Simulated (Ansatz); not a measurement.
FeGe: do energies and stresses tell the same story?

Level of theory: DFT PBEsol, scalar-relativistic, plane waves, PAW (Ansatz 0.2.0).

Settings: cutoff 420 eV, Γ-centred mesh 8×8×8 on the computed 8-atom cell, Gaussian smearing of 0.10 eV; collinear spin from starting moments 1.2 1.2 1.2 1.2 0 0 0 0 μB.

Relaxed cell: P2_13, a = 4.596 Å, b = 4.596 Å, c = 4.596 Å, α = 90.00°, β = 90.00°, γ = 90.00°, 8 atoms in the primitive cell. Whether it is the stable form of this composition wasn't checked.

Energies at zero smearing and pressures from the stress tensor, at volumes with shape and atoms relaxed:
| V (Å³/atom) | E − E(first) (meV/atom) | P (GPa) |
| --- | --- | --- |
| 11.411 | 0.00 | 13.34 |
| 11.775 | -22.03 | 6.11 |
| 12.139 | -28.75 | -0.02 |
| 12.503 | -22.70 | -5.08 |
| 12.867 | -6.11 | -9.25 |

Question: Check P = −dE/dV between neighbouring volumes, and get the bulk modulus from the pressures alone.

Answer: With 1 eV/Å³ = 160.2 GPa:
```csv
middle V (Å³/atom),−ΔE/ΔV (GPa),mean P (GPa)
11.593,9.692,9.725
11.957,2.958,3.044
12.321,-2.664,-2.552
12.685,-7.297,-7.166
```

The two differ by 0.13 GPa at most. The mean of two end pressures misses the average over a step by about ΔV² P″/12, up to 0.09 GPa here; with that taken off 0.07 GPa remains. The stress is the derivative of the free energy, not of the energy at zero smearing, and with free energies 0.01 GPa remains. Around V = 12.139 Å³/atom, the two neighbours give B = −V ΔP/ΔV = 12.139 × 11.19 / 0.728 = 186.5 GPa, against B0 = 186.3 GPa from the Birch–Murnaghan fit of the energies.

Only parallel moments were tried here.

Only this magnetic start was tried.